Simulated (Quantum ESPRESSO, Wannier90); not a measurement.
**Te (C2/m): Wannier90 run**

Structure: Materials Project mp-570459, symmetrised, not relaxed again. Not found in the COD (Crystallography Open Database) copy used, which has the formula in other groups; not checked further. Computed values, not measurements, from PBEsol: Quantum ESPRESSO (norm-conserving PseudoDojo potentials, cutoff 64 Ry, spinors with spin-orbit coupling) on a Γ-centred 6×6×4 mesh, then Wannier90. Density: 8×8×6 mesh, cold smearing 0.01 Ry. With spin-orbit coupling a semilocal functional can close or falsely invert a small gap; the band order was not checked against a better method.

On the energy scale of pw.x, whose zero is arbitrary, the Fermi level lies at 9.49 eV.

Input w.win:

```
num_bands = 42
num_wann = 24
exclude_bands = 1-30
spinors = true
num_iter = 1000
conv_tol = 1.0e-6
conv_window = 4
dis_num_iter = 1000
dis_conv_tol = 1.0e-6
dis_froz_max = 10.99
write_hr = true
write_u_matrices = true
begin projections
f=-0.30600,-0.32162,-0.33617: s;p
f=0.31704,0.31449,0.33694: s;p
f=0.00625,-0.01328,-0.00080: s;p
end projections
begin unit_cell_cart
ang
    3.8202900000   -2.1482050000    0.0000000000
    3.8202900000    2.1482050000    0.0000000000
   -0.0942870000    0.0000000000    5.9760860000
end unit_cell_cart
begin atoms_frac
Te  -0.3094500000 -0.3094500000 -0.3388100000
Te   0.3094500000  0.3094500000  0.3388100000
Te   0.0000000000  0.0000000000  0.0000000000
end atoms_frac
mp_grid = 6 6 4
begin kpoints
0.0000000000 0.0000000000 0.0000000000
0.0000000000 0.0000000000 0.2500000000
0.0000000000 0.0000000000 0.5000000000
... (141 more lines: the 6x6x4 mesh through Gamma)
end kpoints
```

Input of pw2wannier90.x that gives the overlap and projection files (equivalent; here they were cut from one run over all bands):

```
&inputpp
  outdir = './out'
  prefix = 'pwscf'
  seedname = 'w'
  write_amn = .true.
  write_mmn = .true.
/
```

Output w.wout (banner and timings cut):

```
                                    ------
                                    SYSTEM
                                    ------

                              Lattice Vectors (Ang)
                    a_1     3.820290  -2.148205   0.000000
                    a_2     3.820290   2.148205   0.000000
                    a_3    -0.094287   0.000000   5.976086

                   Unit Cell Volume:      98.08868  (Ang^3)

                        Reciprocal-Space Vectors (Ang^-1)
                    b_1     0.822344  -1.462427   0.012974
                    b_2     0.822344   1.462427   0.012974
                    b_3    -0.000000   0.000000   1.051388

 *----------------------------------------------------------------------------*
 |   Site       Fractional Coordinate          Cartesian Coordinate (Ang)     |
 +----------------------------------------------------------------------------+
 | te   1  -0.30945  -0.30945  -0.33881   |   -2.33243   0.00000  -2.02476    |
 | te   2   0.30945   0.30945   0.33881   |    2.33243   0.00000   2.02476    |
 | te   3   0.00000   0.00000   0.00000   |    0.00000   0.00000   0.00000    |
 *----------------------------------------------------------------------------*
                                ------------
                                K-POINT GRID
                                ------------

             Grid size =  6 x  6 x  4      Total points =  144

 *---------------------------------- MAIN ------------------------------------*
 |  Number of Wannier Functions               :                24             |
 |  Number of Objective Wannier Functions     :                24             |
 |  Number of input Bloch states              :                42             |
 |  Output verbosity (1=low, 5=high)          :                 1             |
 |  Timing Level (1=low, 5=high)              :                 1             |
 |  Optimisation (0=memory, 3=speed)          :                 3             |
 |  Length Unit                               :               Ang             |
 |  Post-processing setup (write *.nnkp)      :                 F             |
 |  Using Gamma-only branch of algorithms     :                 F             |
 *----------------------------------------------------------------------------*
 *------------------------------- WANNIERISE ---------------------------------*
 |  Total number of iterations                :              1000             |
 |  Number of CG steps before reset           :                 5             |
 |  Trial step length for line search         :             2.000             |
 |  Convergence tolerence                     :         0.100E-05             |
 |  Convergence window                        :                 4             |
 |  Iterations between writing output         :                 1             |
 |  Iterations between backing up to disk     :               100             |
 |  Write r^2_nm to file                      :                 F             |
 |  Write xyz WF centres to file              :                 F             |
 |  Write on-site energies <0n|H|0n> to file  :                 F             |
 |  Use guiding centre to control phases      :                 F             |
 |  Use phases for initial projections        :                 F             |
 *----------------------------------------------------------------------------*
 *------------------------------- DISENTANGLE --------------------------------*
 |  Using band disentanglement                :                 T             |
 |  Total number of iterations                :              1000             |
 |  Mixing ratio                              :             0.500             |
 |  Convergence tolerence                     :         1.000E-06             |
 |  Convergence window                        :                 3             |
 *----------------------------------------------------------------------------*
 *-------------------------------- PLOTTING ----------------------------------*
 |  Plotting Hamiltonian in WF basis          :                 T             |
 *----------------------------------------------------------------------------*

 *---------------------------------- K-MESH ----------------------------------*
 +----------------------------------------------------------------------------+
 |                    Distance to Nearest-Neighbour Shells                    |
 |                    ------------------------------------                    |
 |          Shell             Distance (Ang^-1)          Multiplicity         |
 |          -----             -----------------          ------------         |
 |             1                   0.262847                      2            |
 |             2                   0.274149                      2            |
 |             3                   0.279638                      4            |
 |             4                   0.376792                      2            |
 |             5                   0.382295                      4            |
 |             6                   0.382779                      2            |
 |             7                   0.385257                      4            |
 |             8                   0.478030                      4            |
       ... (lines left out)
 +----------------------------------------------------------------------------+
 | The b-vectors are chosen automatically                                     |
 | The following shells are used:                       1,  2,  3,  4         |
 +----------------------------------------------------------------------------+
 |                        Shell   # Nearest-Neighbours                        |
 |                        -----   --------------------                        |
 |                          1               2                                 |
 |                          2               2                                 |
 |                          3               4                                 |
 |                          4               2                                 |
 +----------------------------------------------------------------------------+
 | Completeness relation is fully satisfied [Eq. (B1), PRB 56, 12847 (1997)]  |
 +----------------------------------------------------------------------------+
 |                  b_k Vectors (Ang^-1) and Weights (Ang^2)                  |
 |                  ----------------------------------------                  |
 |            No.         b_k(x)      b_k(y)      b_k(z)        w_b           |
 |            ---        --------------------------------     --------        |
 |             1         0.000000    0.000000    0.262847     7.129402        |
 |             2         0.000000    0.000000   -0.262847     7.129402        |
 |             3         0.274115    0.000000    0.004325     4.440768        |
 |             4        -0.274115    0.000000   -0.004325     4.440768        |
 |             5         0.137057    0.243738    0.002162     4.208179        |
 |             6         0.137057   -0.243738    0.002162     4.208179        |
 |             7        -0.137057   -0.243738   -0.002162     4.208179        |
 |             8        -0.137057    0.243738   -0.002162     4.208179        |
 |             9         0.274115    0.000000   -0.258522     0.109489        |
 |            10        -0.274115    0.000000    0.258522     0.109489        |
 +----------------------------------------------------------------------------+
 |                           b_k Directions (Ang^-1)                          |
 |                           -----------------------                          |
 |            No.           x           y           z                         |
 |            ---        --------------------------------                     |
 |             1         0.000000    0.000000    0.262847                     |
 |             2         0.274115    0.000000    0.004325                     |
 |             3         0.137057    0.243738    0.002162                     |
 |             4         0.137057   -0.243738    0.002162                     |
 |             5         0.274115    0.000000   -0.258522                     |
 +----------------------------------------------------------------------------+

 Starting a new Wannier90 calculation ...

 Reading overlaps from w.mmn

 Reading projections from w.amn

 *------------------------------- DISENTANGLE --------------------------------*
 +----------------------------------------------------------------------------+
 |                              Energy  Windows                               |
 |                              ---------------                               |
 |                   Outer:   -4.15122  to   21.47156  (eV)                   |
 |                   Inner:   -4.15122  to   10.99000  (eV)                   |
 +----------------------------------------------------------------------------+
   Number of target bands to extract:   24

                   Unitarised projection of Wannier functions
                   ------------------------------------------
   A_mn = <psi_m|g_n> --> S = A.A^+ --> U = S^-1/2.A
   In dis_project... done
   Using an inner window (linner = T)
   In dis_proj_froz... done

                   Extraction of optimally-connected subspace
                   ------------------------------------------
 +---------------------------------------------------------------------+<-- DIS
 |  Iter     Omega_I(i-1)      Omega_I(i)      Delta (frac.)           |<-- DIS
 +---------------------------------------------------------------------+<-- DIS
       1      37.72917276      35.71931547       5.627E-02    <-- DIS
       2      35.25949401      35.54346144      -7.989E-03    <-- DIS
       3      35.34624839      35.46408878      -3.323E-03    <-- DIS
       4      35.36636730      35.42128002      -1.550E-03    <-- DIS
       5      35.36718962      35.39617637      -8.189E-04    <-- DIS
       6      35.36372525      35.38072523      -4.805E-04    <-- DIS
       ... (lines left out)
      31      35.35120035      35.35123065      -8.571E-07    <-- DIS
      32      35.35120456      35.35122936      -7.015E-07    <-- DIS
      33      35.35120813      35.35122843      -5.742E-07    <-- DIS

             <<<      Delta < 1.000E-06  over  3 iterations     >>>
             <<< Disentanglement convergence criteria satisfied >>>

        Final Omega_I    35.35122843 (Ang^2)

 +----------------------------------------------------------------------------+

 Writing checkpoint file w.chk... done

 *------------------------------- WANNIERISE ---------------------------------*
 +--------------------------------------------------------------------+<-- CONV
 | Iter  Delta Spread     RMS Gradient      Spread (Ang^2)            |<-- CONV
 +--------------------------------------------------------------------+<-- CONV

 ------------------------------------------------------------------------------
 Initial State
  WF centre and spread    1  ( -2.360628, -0.029877, -2.011198 )     1.37910978
  WF centre and spread    2  ( -2.360628, -0.029877, -2.011198 )     1.37910978
  WF centre and spread    3  ( -2.342481, -0.000362, -2.045635 )     2.39216237
  WF centre and spread    4  ( -2.342481, -0.000362, -2.045635 )     2.39216242
  WF centre and spread    5  ( -2.298952, -0.000234, -2.070383 )     2.42642349
  WF centre and spread    6  ( -2.298952, -0.000234, -2.070383 )     2.42642346
  WF centre and spread    7  ( -2.322429,  0.029520, -1.987031 )     2.38237067
  WF centre and spread    8  ( -2.322429,  0.029520, -1.987031 )     2.38237065
  WF centre and spread    9  (  2.374209, -0.004282,  2.015450 )     1.37812733
  WF centre and spread   10  (  2.374209, -0.004282,  2.015450 )     1.37812733
  WF centre and spread   11  (  2.342646,  0.000070,  2.041255 )     2.39126199
  WF centre and spread   12  (  2.342646,  0.000070,  2.041255 )     2.39126190
  WF centre and spread   13  (  2.285490,  0.000040,  2.070480 )     2.41837316
  WF centre and spread   14  (  2.285490,  0.000040,  2.070480 )     2.41837316
  WF centre and spread   15  (  2.322622,  0.004315,  1.987103 )     2.38619359
  WF centre and spread   16  (  2.322622,  0.004315,  1.987103 )     2.38619361
  WF centre and spread   17  ( -0.024425, -0.037028, -0.004693 )     1.38462915
  WF centre and spread   18  ( -0.024425, -0.037028, -0.004693 )     1.38462915
  WF centre and spread   19  ( -0.000191, -0.000196,  0.004446 )     2.39607855
  WF centre and spread   20  ( -0.000191, -0.000196,  0.004446 )     2.39607854
  WF centre and spread   21  (  0.024131, -0.000410,  0.000308 )     2.42984431
  WF centre and spread   22  (  0.024131, -0.000410,  0.000308 )     2.42984431
  WF centre and spread   23  ( -0.000235,  0.037555, -0.000121 )     2.46620606
  WF centre and spread   24  ( -0.000235,  0.037555, -0.000121 )     2.46620604
  Sum of centres and spreads ( -0.000486, -0.001778, -0.000039 )    51.66156082

      0     0.517E+02     0.0000000000       51.6615607889  <-- CONV
        O_D=      0.0175410 O_OD=     16.2927914 O_TOT=     51.6615608 <-- SPRD
 ------------------------------------------------------------------------------
      1    -0.158E+00     0.3457046725       51.5038965477  <-- CONV
        O_D=      0.0200644 O_OD=     16.1326038 O_TOT=     51.5038965 <-- SPRD
      2    -0.134E+00     0.4055812984       51.3695183045  <-- CONV
        O_D=      0.0177778 O_OD=     16.0005121 O_TOT=     51.3695183 <-- SPRD
      3    -0.401E-01     0.2443928544       51.3294130670  <-- CONV
        O_D=      0.0165215 O_OD=     15.9616632 O_TOT=     51.3294131 <-- SPRD
      4    -0.134E-01     0.1370329126       51.3160606552  <-- CONV
        O_D=      0.0158693 O_OD=     15.9489629 O_TOT=     51.3160607 <-- SPRD
      5    -0.618E-02     0.0844167199       51.3098775271  <-- CONV
        O_D=      0.0155704 O_OD=     15.9430787 O_TOT=     51.3098775 <-- SPRD
       ... (lines left out)
    100    -0.332E-02     0.0550768810       43.3469577324  <-- CONV
        O_D=      0.0098565 O_OD=      7.9858728 O_TOT=     43.3469577 <-- SPRD
       ... (lines left out)
    200    -0.575E-03     0.0292141018       43.1633132977  <-- CONV
        O_D=      0.0094135 O_OD=      7.8026714 O_TOT=     43.1633133 <-- SPRD
       ... (lines left out)
    300    -0.179E-04     0.0041647821       43.1498494469  <-- CONV
        O_D=      0.0095494 O_OD=      7.7890716 O_TOT=     43.1498494 <-- SPRD
       ... (lines left out)
    400    -0.167E-05     0.0012352920       43.1489941345  <-- CONV
        O_D=      0.0095889 O_OD=      7.7881768 O_TOT=     43.1489941 <-- SPRD
       ... (lines left out)
    444    -0.859E-06     0.0009041645       43.1489222875  <-- CONV
        O_D=      0.0095949 O_OD=      7.7880989 O_TOT=     43.1489223 <-- SPRD
    445    -0.957E-06     0.0008808360       43.1489213304  <-- CONV
        O_D=      0.0095952 O_OD=      7.7880977 O_TOT=     43.1489213 <-- SPRD
    446    -0.977E-06     0.0015225994       43.1489203538  <-- CONV
        O_D=      0.0095950 O_OD=      7.7880969 O_TOT=     43.1489204 <-- SPRD
             <<<     Delta < 1.000E-06  over  4 iterations     >>>
             <<< Wannierisation convergence criteria satisfied >>>
 Final State
  WF centre and spread    1  ( -2.378653, -0.507921, -1.676153 )     1.77225543
  WF centre and spread    2  ( -2.378654, -0.507921, -1.676153 )     1.77225548
  WF centre and spread    3  ( -2.776765,  0.000061, -2.461781 )     1.76704846
  WF centre and spread    4  ( -2.776765,  0.000061, -2.461781 )     1.76704849
  WF centre and spread    5  ( -1.790294, -0.000814, -2.299236 )     1.81240150
  WF centre and spread    6  ( -1.790294, -0.000814, -2.299236 )     1.81240150
  WF centre and spread    7  ( -2.377598,  0.508673, -1.677034 )     1.77146378
  WF centre and spread    8  ( -2.377598,  0.508673, -1.677034 )     1.77146375
  WF centre and spread    9  (  2.379415, -0.507471,  1.675474 )     1.77121172
  WF centre and spread   10  (  2.379415, -0.507471,  1.675475 )     1.77121168
  WF centre and spread   11  (  2.776765,  0.000254,  2.461734 )     1.76598905
  WF centre and spread   12  (  2.776765,  0.000254,  2.461734 )     1.76598901
  WF centre and spread   13  (  1.790492, -0.002101,  2.299246 )     1.81392958
  WF centre and spread   14  (  1.790492, -0.002100,  2.299246 )     1.81392956
  WF centre and spread   15  (  2.376621,  0.509335,  1.677695 )     1.77034414
  WF centre and spread   16  (  2.376621,  0.509335,  1.677695 )     1.77034416
  WF centre and spread   17  ( -0.371822, -0.394899, -0.220528 )     1.83655291
  WF centre and spread   18  ( -0.371822, -0.394899, -0.220528 )     1.83655290
  WF centre and spread   19  ( -0.014214, -0.022631,  0.582414 )     1.81003235
  WF centre and spread   20  ( -0.014215, -0.022631,  0.582414 )     1.81003235
  WF centre and spread   21  (  0.542123, -0.115308, -0.180349 )     1.83101386
  WF centre and spread   22  (  0.542123, -0.115308, -0.180349 )     1.83101388
  WF centre and spread   23  ( -0.155983,  0.533798, -0.175256 )     1.85221744
  WF centre and spread   24  ( -0.155983,  0.533798, -0.175256 )     1.85221740
  Sum of centres and spreads (  0.000171,  0.001953,  0.012451 )    43.14892039

         Spreads (Ang^2)       Omega I      =    35.351228426
        ================       Omega D      =     0.009595041
                               Omega OD     =     7.788096887
    Final Spread (Ang^2)       Omega Total  =    43.148920354
```
